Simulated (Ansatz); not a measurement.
AlSiGeN:
```
CELL_PARAMETERS angstrom
      1.47136     0.84949     7.62782
     -1.47136     0.84949     7.62782
      0.00000    -1.69898     7.62782
ATOMIC_POSITIONS crystal
  Al 0.96650 0.96650 0.96650
  N  0.87992 0.87992 0.87992
  Ge 0.50645 0.50645 0.50645
  Si 0.39711 0.39711 0.39711
```

Relaxed with PBEsol. Special points in fractions of this cell's reciprocal vectors: Γ (0.000, 0.000, 0.000); T (0.500, 0.500, 0.500); H2 (0.825, 0.175, 0.500); H0 (0.500, -0.175, 0.175); L (0.500, 0.000, 0.000); S0 (0.337, -0.337, 0.000); S2 (0.663, 0.000, 0.337); F (0.500, 0.000, 0.500).

### Question
List the band energies nearest the Fermi level at these points for PBEsol in the plane-wave PAW code Ansatz.

### Answer
In eV from the Fermi level; about four levels below and three above (degenerate sets whole), none deeper than 8.9 eV; points with the same levels are listed once.

| k | below | above |
|---|---|---|
| Γ | -5.15 -4.63 -3.11 -3.11 | 2.23 3.33 6.57 6.57 |
| T | -3.11 -3.11 -1.36 -0.19 | 4.20 6.47 6.47 |
| H2 | -3.24 -2.96 -0.43 -0.03 | 1.42 2.88 4.17 |
| L | -5.29 -4.74 -4.47 -0.67 | 0.41 0.95 2.39 |
| S0 | -3.62 -3.27 -2.98 -0.48 | 0.30 1.08 3.16 |
| F | -4.74 -3.34 -2.18 -0.96 | 2.38 3.53 3.77 |

Space group R3m. The start of the workflow was typed in or built on a structure type; neither database checked (COD, Materials Project) lists it. Its standing as an ambient phase is unchecked. Symmetry was held in the PBEsol relaxation; its stability against distortions is not shown here. Spin–orbit coupling is left out wherever it is not named.

Potentials: the earlier of the program's two PAW sets. The files were generated under PBE; for other functionals the program regenerates the frozen cores, and for LDA and PBEsol the local potential too.
